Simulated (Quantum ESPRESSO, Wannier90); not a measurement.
Wannierisation of GaSb (zinc blende)

```
CELL_PARAMETERS angstrom
      0.00000     3.06860     3.06860
      3.06860     0.00000     3.06860
      3.06860     3.06860     0.00000
ATOMIC_POSITIONS crystal
  Ga 0.00000 0.00000 0.00000
  Sb 0.25000 0.25000 0.25000
```

Materials Project entry mp-1156; symmetrised, unrelaxed at this level. COD (Crystallography Open Database) has an entry of this formula and space group (matched by these alone). Computed values, not measurements, from PBEsol: Quantum ESPRESSO (norm-conserving PseudoDojo potentials, cutoff 64 Ry, spinors with spin-orbit coupling) on a Γ-centred 6×6×6 mesh, then Wannier90. Density: 10×10×10 mesh, cold smearing 0.01 Ry. With spin-orbit coupling a semilocal functional can close or falsely invert a small gap; the band order was not checked against a better method.

Energies are relative to the Fermi level.

**Bands.** No gap over 0.05 eV opens at the Fermi level at this level of theory. 5 filled groups are cut off by gaps; the highest, bands 21–22, spans -11.62 to -9.16 eV and is Sb 5s 57 %, Ga 4p 22 %, Ga 4s 16 %.

**Model.** 16 functions (Ga sp, Sb sp) from bands 21-50, frozen to 1.50 eV, reach Ω_I = 25.99 Å² and follow pw.x to 20 meV rms (states up to 1.0 eV relative to the Fermi level).

**Frozen window.** Edge, Ω_I and misfit go 0.5 eV, 23.23 Å², 271 meV; 1.5 eV, 25.99 Å², 20 meV; 2.5 eV, 28.32 Å², 16 meV. Ω_I never falls as the edge rises, since each frozen state takes freedom from the choice of the smoothest subspace. The edges under the compared range leave its upper states unfrozen, and their misfit is the largest.

**No window.** Without a frozen window Ω_I drops to 21.79 Å² while the misfit grows to 470 meV: a small spread is no proof of good bands.

**Outer window.** The setting "only the lowest 18 of the kept bands" raises Ω_I to 39.26 Å², as fewer states are left to mix in, and the misfit goes to 18 meV.

**Stops.** With the frozen window to 5.50 eV the program stops (More states in the frozen window than target WFs).
